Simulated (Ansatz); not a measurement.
Input file for Ansatz (a program for electronic structure):

Ansatz 0.2 input:
```yaml
crystal:
  lattice:
    - [4.1452707437, 0.0, 0.0]
    - [0.0, 4.1452707437, 0.0]
    - [0.0, 0.0, 4.1452707437]
  atoms:
    - { symbol: B, position: [0.1948855848, 0.5, 0.5] }
    - { symbol: B, position: [0.8051144152, 0.5, 0.5] }
    - { symbol: B, position: [0.5, 0.1948855848, 0.5] }
    - { symbol: B, position: [0.5, 0.8051144152, 0.5] }
    - { symbol: B, position: [0.5, 0.5, 0.1948855848] }
    - { symbol: B, position: [0.5, 0.5, 0.8051144152] }
kpoints:
  mp_grid: { grid: [10, 10, 10] }
hamiltonian:
  xc: r2scan
  pseudopotentials: { azcp: { folder: ./paw }, kind: paw }
scf:
  occupations: { method: gaussian, width: 0.05 }
checkpoint: { read: metal.run }
output: { write_density: true, elf: true, volumetric_format: npy }
basis: { fft_grid_basis: typed }
```

Output (shortened):

```
Pseudopotential: B, paw, valence charge 3
Functional definition: r2SCAN
Crystal: 6 atoms, lattice volume = 71.229 Å³
Basis set: ecut = 500 eV, 1839 PW (Γ), exchange–correlation on 128×128×128 points (64 copies of the dense FFT grid, shifted against one another)
Bands: 21, of which v1, the nominal top of the filled ones, is band 9 counted from 1 (8 counted from 0)
Symmetry: 48 space group operations
Space group: Pm-3m (ITA 221), of the structure as read, at distance tolerance 4.1e-5 Å
k-points: 56 of 1000
Stability of the state it starts from, as read at its close in the unpolarized treatment …
iter 1 solved again at ethr=9.07e-8 eV; its pass at ethr=3.10e-3 eV (dr2=1.63e-5 eV) is discarded
SCF iter   1: F=—  HF=-936.151257 eV  |F-HF|=—  |Δ(HF+E_count)|=         —  Δρ=3.54e-7  dr2=7.92e-11  dr2_τ=2.21e-12  ethr=9.07e-8  ⟨swp⟩=3.2  Hψ=9758  notcnv=0
preconditioner: auto → LDOS
SCF iter   2: F=-936.151257 eV  HF=-936.151257 eV  |F-HF|=3.98e-12  |Δ(HF+E_count)|=   1.60e-7  Δρ=1.94e-7  dr2=2.21e-11  dr2_τ=1.56e-12  ethr=1.00e-12  ⟨swp⟩=7.5  Hψ=4790  notcnv=0
SCF 1 converged in 2 iterations: F = -936.151257 eV  dr2 = 2.21e-11
SCF converged after 2 iterations
Free energy (F): -936.151257 eV
Harris-Foulkes:  -936.151257 eV  (|F-HF|=3.98e-12)
Internal energy: -936.148563 eV  (E = F + TS)
E sigma→0 (E₀):  -936.149910 eV
Entropy (-TS):   -0.002694 eV (-0.449 meV/atom)
Fermi energy:    1.934486 eV
--- Per-component energies (eV) ---
  E_band       = -48.130306
  E_kinetic    = 286.070023
  E_local      = -449.278496  (includes V_loc(G=0)·N_el)
  E_nonlocal   = 51.344535
  E_hartree    = 155.655573
  E_xc         = -186.805135
  E_vxc        = -243.384851  (∫ρ·V_xc dr)
  E_paw        = -478.107391  (= ΣΔE_a)
  E_vpaw       = -16.280199  (= ΣTr[D̂ρ^β])
  E_aug_tail   = 0.000003  (compensation charges beyond the density's cutoff)
  E_vtau       = 12.087600  (kinetic-family band-sum trace: ∫τ·v_τ [+ j·A + Jᵃ·Aᵃ] dr)
  E_ewald      = -314.917020
  E_core_change = -0.110653  (= ΣΔE_core)
  E_smearing   = -0.002694  (= −TS)
  E_closure    = 0.000000  (closes the sum)
  Σ components = -936.151257   (vs F -936.151257, Δ=0.00e0)
  [band-id]    e_kinetic+e_local+e_nonlocal+2·e_hartree+e_vxc+e_vpaw+e_augmentation_tail+e_vtau = -48.130239   (vs E_band -48.130306, Δ=6.71e-5)
--- Band table (eV; the first three rows and the last of 56) ---
  k-point 0: bands = ["-11.8308", "-3.4373", "-3.4373", "-3.4373", "-3.3406", "-2.0461", "-2.0461", "3.8588", "3.8588", "3.8588", "6.8657", "6.8657", "6.8657", "10.3187", "11.4423", "11.4423", "11.4423", "13.8065", "13.8065", "19.3212", "19.3212"]
  k-point 1: bands = ["-11.8043", "-4.1542", "-3.3936", "-3.3936", "-3.0335", "-2.0317", "-1.5426", "3.5038", "3.5038", "3.8677", "6.7330", "7.1924", "7.1924", "9.9626", "11.6506", "11.6506", "11.8005", "13.8266", "14.0879", "18.3109", "19.2650"]
  k-point 2: bands = ["-11.7323", "-4.9505", "-3.2719", "-3.2719", "-2.9456", "-1.9933", "-0.5733", "2.7829", "2.7829", "3.8914", "6.4144", "7.8024", "7.8024", "9.4170", "12.2950", "12.2950", "12.3450", "13.7377", "14.8431", "16.9829", "18.9624"]
  k-point 55: bands = ["-10.9775", "-5.2960", "-5.2960", "-5.2960", "-0.6015", "-0.6015", "-0.6015", "2.0584", "2.0584", "2.0584", "9.1610", "10.6619", "11.9816", "11.9816", "11.9816", "13.0192", "13.0192", "13.0192", "13.7006", "13.7006", "15.4886"]
```

Cost: very roughly 7 core-seconds on shared cores.

The start of the workflow was typed in or built on a structure type; neither database checked (COD, Materials Project) lists it. It is not the phase usual at ambient conditions (space group No. 166). Symmetry was held in the r²SCAN relaxation; its stability against distortions is not shown here.

Potentials: the earlier of the program's two PAW sets.

Ansatz is a plane-wave DFT program.
